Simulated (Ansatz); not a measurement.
Input file for Ansatz (a program for electronic structure):

Ansatz 0.2 input:
```yaml
crystal:
  lattice:
    - [5.7167563796, 0.0, 0.0]
    - [1.16902551, -6.7396907245, 0.0]
    - [-2.8775003093, 2.836593257, -5.7076186597]
  atoms:
    - { symbol: Na, position: [0.682269428, 0.5236814748, 0.8710153481] }
    - { symbol: Na, position: [0.317730572, 0.4763185252, 0.1289846519] }
    - { symbol: H, position: [0.3751111534, 0.865863759, 0.1105395553] }
    - { symbol: H, position: [0.6248888466, 0.134136241, 0.8894604447] }
    - { symbol: H, position: [0.1900619569, 0.7164617349, 0.8583904049] }
    - { symbol: H, position: [0.8099380431, 0.2835382651, 0.1416095951] }
    - { symbol: H, position: [0.0631408218, 0.8680968366, 0.2724408094] }
    - { symbol: H, position: [0.9368591782, 0.1319031634, 0.7275591906] }
    - { symbol: H, position: [0.9540750711, 0.7355330286, 0.3529887679] }
    - { symbol: H, position: [0.0459249289, 0.2644669714, 0.6470112321] }
    - { symbol: I, position: [0.7537298703, 0.775059454, 0.6175976299] }
    - { symbol: I, position: [0.2462701297, 0.224940546, 0.3824023701] }
    - { symbol: O, position: [0.3555799972, 0.7133384487, 0.9829154131] }
    - { symbol: O, position: [0.6444200028, 0.2866615513, 0.0170845869] }
    - { symbol: O, position: [0.0041578096, 0.7183966701, 0.2260586198] }
    - { symbol: O, position: [0.9958421904, 0.2816033299, 0.7739413802] }
kpoints:
  mp_grid: { grid: [6, 5, 5] }
hamiltonian:
  xc: lda
  pseudopotentials: { kind: paw }
scf:
  occupations: { method: fixed }
phonons:
  method: dfpt
  response_accuracy: low
  eigenvectors: true
  rigid_motions: translations
  dielectric: true
```

Output (shortened):

```
Pseudopotential: Na, paw, valence charge 9
Pseudopotential: H, paw, valence charge 1
Pseudopotential: I, paw, valence charge 17
Pseudopotential: O, paw, valence charge 6
Functional definition: SPW92
Crystal: 16 atoms, lattice volume = 219.910 Å³
Basis set: ecut = 420 eV, 4317 PW (Γ), exchange–correlation on 80×96×96 points (8 copies of the dense FFT grid, shifted against one another)
Bands: 58, of which v1, the nominal top of the filled ones, is band 42 counted from 1 (41 counted from 0)
Symmetry: 2 space group operations
k-points: 76 of 150 (irreducible under 1 space group operation, time reversal used)
SCF 1 converged in 10 iterations: F = -19998.443607 eV  dr2 = 7.86e-11
SCF converged after 10 iterations
Free energy (F): -19998.443607 eV
Harris-Foulkes:  -19998.443607 eV  (|F-HF|=3.64e-12)
Internal energy: -19998.443607 eV  (E = F + TS)
E sigma→0 (E₀):  -19998.443607 eV
Fermi energy:    1.473836 eV
--- Per-component energies (eV) ---
  E_band       = -1495.936555
  E_kinetic    = 1428.255478
  E_local      = -9235.025600  (includes V_loc(G=0)·N_el)
  E_nonlocal   = 277.482491
  E_hartree    = 3964.217389
  E_xc         = -687.981458
  E_vxc        = -817.230653  (∫ρ·V_xc dr)
  E_paw        = -10406.003624  (= ΣΔE_a)
  E_vpaw       = -1077.854493  (= ΣTr[D̂ρ^β])
  E_aug_tail   = 0.001112  (compensation charges beyond the density's cutoff)
  E_ewald      = -5341.621291
  E_core_change = 2.231896  (= ΣΔE_core)
  E_smearing   =  0.000000  (= −TS)
  E_closure    = 0.000000  (closes the sum)
  Σ components = -19998.443607   (vs F -19998.443607, Δ=0.00e0)
--- Band table (eV; the first three rows and the last of 76) ---
  k-point 0: bands = ["-47.0318", "-47.0285", "-41.3910", "-41.3910", "-41.3900", "-41.3898", "-41.3806", "-41.3805", "-41.3744", "-41.3744", "-41.3733", "-41.3730", "-19.6411", "-19.6228", "-19.6079", "-19.5842", "-19.5504", "-19.5386", "-17.9081", …
  k-point 1: bands = ["-47.0318", "-47.0285", "-41.3910", "-41.3910", "-41.3900", "-41.3898", "-41.3806", "-41.3805", "-41.3744", "-41.3744", "-41.3733", "-41.3730", "-19.6411", "-19.6229", "-19.6073", "-19.5849", "-19.5505", "-19.5385", "-17.9005", …
  k-point 2: bands = ["-47.0318", "-47.0286", "-41.3910", "-41.3910", "-41.3900", "-41.3898", "-41.3806", "-41.3805", "-41.3744", "-41.3744", "-41.3733", "-41.3731", "-19.6411", "-19.6231", "-19.6064", "-19.5860", "-19.5506", "-19.5383", "-17.8865", …
  k-point 75: bands = ["-47.0303", "-47.0301", "-41.3910", "-41.3910", "-41.3899", "-41.3898", "-41.3805", "-41.3805", "-41.3744", "-41.3744", "-41.3733", "-41.3731", "-19.6484", "-19.6344", "-19.5978", "-19.5831", "-19.5453", "-19.5423", "-17.7982", …
--- Phonons (Γ-DFPT): 24 representative perturbations + reference, on 76 of 150 k-points (Σ response iterations 92) ---
  ASR residual: 2.512e-4 → 0.000e0 eV/Å²; symmetrization residual: 2.869e-5 eV/Å²
  ASR residual per site (eV/Å²): 2.51e-4 2.51e-4 4.79e-5 4.79e-5 3.31e-5 3.31e-5 2.45e-5 2.45e-5 3.19e-5 3.19e-5 3.22e-5 3.22e-5 9.44e-5 9.44e-5 3.13e-5 3.13e-5
  Γ frequencies (cm⁻¹): 0.00 0.00 0.00 47.55 58.15 66.92 81.37 87.47 102.00 109.93 125.04 147.64 161.16 162.65 182.22 186.23 199.41 218.72 232.14 233.79 255.37 268.91 303.55 304.01 430.58 454.18 480.14 502.89 509.03 521.33 547.65 560.09 587.08 614.96 634.74 …
  ε∞ (high-frequency dielectric tensor):
        2.818691    -0.005503     0.021425
       -0.005503     2.904024     0.050034
        0.021425     0.050033     2.811672
  ε⁰ (static dielectric tensor: ions relaxed, cell fixed):
        4.958209    -0.089771     0.074697
       -0.089771     4.703803     0.075338
        0.074697     0.075337     4.527627
  ε⁰ − ε∞ (ionic part):
        2.139518    -0.084268     0.053272
       -0.084268     1.799779     0.025304
        0.053272     0.025304     1.715955
  softest optical mode at Γ: 47.55 cm⁻¹; the repairs (sum rule, projections) moved no ω² at Γ by more than (19.81 cm⁻¹)²
  Born effective charges Z* (e; rows j = field, columns β = displacement):
    site 0:
         1.06379   -0.04376   -0.04143
        -0.07018    1.15317   -0.00589
        -0.02307   -0.01013    1.19472
    site 1:
         1.06379   -0.04376   -0.04143
        -0.07018    1.15317   -0.00589
        -0.02307   -0.01013    1.19472
    site 2:
         0.38197    0.21478    0.21303
         0.14669    0.56600    0.33020
         0.15171    0.33697    0.76487
    site 3:
         0.38197    0.21478    0.21303
         0.14669    0.56600    0.33020
         0.15171    0.33697    0.76487
    site 4:
         0.65603    0.21837   -0.36150
         0.28581    0.39320   -0.20019
        -0.38057   -0.17313    0.75519
    site 5:
         0.65603    0.21837   -0.36150
         0.28581    0.39320   -0.20019
        -0.38057   -0.17313    0.75519
    site 6:
         0.49344   -0.40809   -0.13844
        -0.42113    0.97869    0.12839
        -0.10393    0.08871    0.27757
    site 7:
         0.49344   -0.40809   -0.13844
        -0.42113    0.97869    0.12839
        -0.10393    0.08871    0.27757
    site 8:
         0.84532   -0.15690    0.47812
        -0.15456    0.35835   -0.20437
         0.45719   -0.19717    0.56223
    site 9:
         0.84532   -0.15690    0.47812
        -0.15456    0.35835   -0.20437
         0.45719   -0.19717    0.56223
    site 10:
        -1.01405    0.06309   -0.04182
         0.05445   -1.01604   -0.04688
        -0.04972   -0.04881   -0.95208
    site 11:
        -1.01405    0.06309   -0.04182
         0.05445   -1.01604   -0.04688
        -0.04972   -0.04881   -0.95208
    site 12:
        -1.10715   -0.29032    0.09294
        -0.25129   -1.04865   -0.10686
         0.15223   -0.11944   -1.57947
    site 13:
        -1.10715   -0.29032    0.09294
        -0.25129   -1.04865   -0.10686
         0.15223   -0.11944   -1.57947
    site 14:
        -1.31934    0.40283   -0.20090
         0.41021   -1.38472    0.10560
        -0.20384    0.12300   -1.02302
    site 15:
        -1.31934    0.40283   -0.20090
         0.41021   -1.38472    0.10560
        -0.20384    0.12300   -1.02302
  Z* charge neutrality: 1.136e-4 e pre-enforcement
  k-mesh period / interband length: 34.2 Å / 1.60 Å = 21.40 at k = (0.0000, 0.0000, 0.0000), direct gap 3.787 eV — 14 or more, which is no proof of convergence
  optical modes at Γ without the LO–TO term, one row a degenerate level:
      ω (cm⁻¹)  modes    IR ((D/Å)²/amu)
         47.55      1             0.0000
         58.15      1             0.0000
         66.92      1             0.0000
         81.37      1             0.5945
         87.47      1             0.0000
        102.00      1             0.9346
        109.93      1             1.6334
        125.04      1             0.0000
        147.64      1             0.0000
        161.16      1             0.0000
        162.65      1             0.1425
        182.22      1             0.9590
        186.23      1             0.0000
        199.41      1             0.0000
        218.72      1             1.8766
        232.14      1             0.0000
        233.79      1             0.9218
        255.37      1             1.0076
        268.91      1             0.0000
        303.55      1             0.0000
        304.01      1             0.9609
        430.58      1             0.0000
        454.18      1             5.4634
        480.14      1             0.0000
        502.89      1             6.9198
        509.03      1             4.7066
        521.33      1             0.0000
        547.65      1             0.0000
        560.09      1             5.0143
        587.08      1             0.0000
        614.96      1             8.1219
        634.74      1             5.1389
        661.28      1             0.0000
       1515.11      1             5.2102
       1535.60      1             7.3501
       1536.44      1             0.0000
       1549.68      1             0.0000
       3317.65      1            57.7916
       3317.67      1             0.0000
       3323.28      1            44.9807
       3340.28      1             0.0000
       3346.35      1             0.0000
       3360.45      1            94.8952
       3391.32      1             0.0000
       3410.42      1            78.5207
  optical modes at Γ + LO–TO along q̂ = [1.0000, 0.0000, 0.0000]:
      ω (cm⁻¹)  modes    IR ((D/Å)²/amu)
         47.55      1             0.0000
         58.15      1             0.0000
         66.92      1             0.0000
         87.47      1             0.0000
         88.66      1             0.3141
        102.04      1             0.9229
        110.79      1             1.5843
        125.04      1             0.0000
        147.64      1             0.0000
        161.16      1             0.0000
        162.68      1             0.1417
        186.23      1             0.0000
        187.20      1             0.5376
        199.41      1             0.0000
        225.49      1             1.4889
        232.14      1             0.0000
        233.79      1             0.9071
        257.31      1             0.9369
        268.91      1             0.0000
        303.55      1             0.0000
        306.98      1             0.7659
        430.58      1             0.0000
        462.77      1             4.0883
        480.14      1             0.0000
        502.95      1             6.3396
        518.13      1             3.7578
        521.33      1             0.0000
        547.65      1             0.0000
        564.79      1             4.4488
        587.08      1             0.0000
        624.90      1             3.2440
        658.17      1            13.4266
        661.28      1             0.0000
       1516.24      1             4.3246
       1536.44      1             0.0000
       1538.74      1             8.3341
       1549.68      1             0.0000
       3317.67      1             0.0000
       3318.34      1            52.9193
       3326.55      1            53.7658
       3340.28      1             0.0000
       3346.35      1             0.0000
       3387.26      1            75.1018
       3391.32      1             0.0000
       3425.09      1            95.7940
  optical modes at Γ + LO–TO along q̂ = [0.0000, 1.0000, 0.0000]:
      ω (cm⁻¹)  modes    IR ((D/Å)²/amu)
         47.55      1             0.0000
         58.15      1             0.0000
         66.92      1             0.0000
         81.53      1             0.5873
         87.47      1             0.0000
        105.69      1             0.8742
        121.81      1             1.3092
        125.04      1             0.0000
        147.64      1             0.0000
        161.16      1             0.0000
        162.85      1             0.1163
        182.38      1             0.9804
        186.23      1             0.0000
        199.41      1             0.0000
        222.09      1             1.3022
        232.14      1             0.0000
        238.96      1             1.2328
        255.37      1             1.0077
        268.91      1             0.0000
        303.55      1             0.0000
        305.32      1             0.9441
        430.58      1             0.0000
        455.19      1             5.4698
        480.14      1             0.0000
        507.95      1             2.1007
        520.69      1            10.1159
        521.33      1             0.0000
        547.65      1             0.0000
        560.49      1             4.5130
        587.08      1             0.0000
        616.63      1             7.7930
        635.19      1             5.3892
        661.28      1             0.0000
       1517.45      1             3.4826
       1536.44      1             0.0000
       1541.25      1             8.8477
       1549.68      1             0.0000
       3317.67      1             0.0000
       3318.31      1            47.5666
       3336.34      1            55.3016
       3340.28      1             0.0000
       3346.35      1             0.0000
       3364.49      1            81.8656
       3391.32      1             0.0000
       3437.59      1            92.3444
  optical modes at Γ + LO–TO along q̂ = [0.0000, 0.0000, 1.0000]:
      ω (cm⁻¹)  modes    IR ((D/Å)²/amu)
         47.55      1             0.0000
         58.15      1             0.0000
         66.92      1             0.0000
         81.52      1             0.5938
         87.47      1             0.0000
        102.85      1             1.0673
        122.56      1             1.0723
        125.04      1             0.0000
        147.64      1             0.0000
        161.16      1             0.0000
        163.79      1             0.1143
        183.16      1             0.9405
        186.23      1             0.0000
        199.41      1             0.0000
        219.84      1             1.6383
        232.14      1             0.0000
        235.64      1             0.8827
        260.03      1             0.9768
        268.91      1             0.0000
        303.55      1             0.0000
        304.55      1             0.9357
        430.58      1             0.0000
        458.83      1             5.7369
        480.14      1             0.0000
        506.60      1             2.7879
        514.35      1             6.8061
        521.33      1             0.0000
        547.65      1             0.0000
        570.10      1             5.6648
        587.08      1             0.0000
        618.22      1             9.3988
        639.70      1             4.9802
        661.28      1             0.0000
       1516.57      1             5.1714
       1535.60      1             7.3227
       1536.44      1             0.0000
       1549.68      1             0.0000
       3317.67      1             0.0000
       3323.20      1            50.4740
       3332.99      1            31.1661
       3340.28      1             0.0000
       3346.35      1             0.0000
       3375.43      1           112.7156
       3391.32      1             0.0000
       3429.87      1            82.6981
```

Cost: around 60 core-minutes (rough) on shared cores.

Space group P-1. The first step of the workflow began from a Materials Project structure, measured or hypothetical; the Crystallography Open Database files this formula in space group No. 2, but the cells were not matched. Its standing as an ambient phase is unchecked. The cell was relaxed with LDA under the symmetry of its start; of distortions, only those at the zone centre were tested. A crystal of weakly bound layers computed without a dispersion correction: the cell and the soft elastic constants depend strongly on that. Scalar-relativistic: spin–orbit coupling is off unless named, which matters more the heavier the elements.

Potentials: the later of the program's two PAW sets.

Ansatz is a plane-wave DFT program.
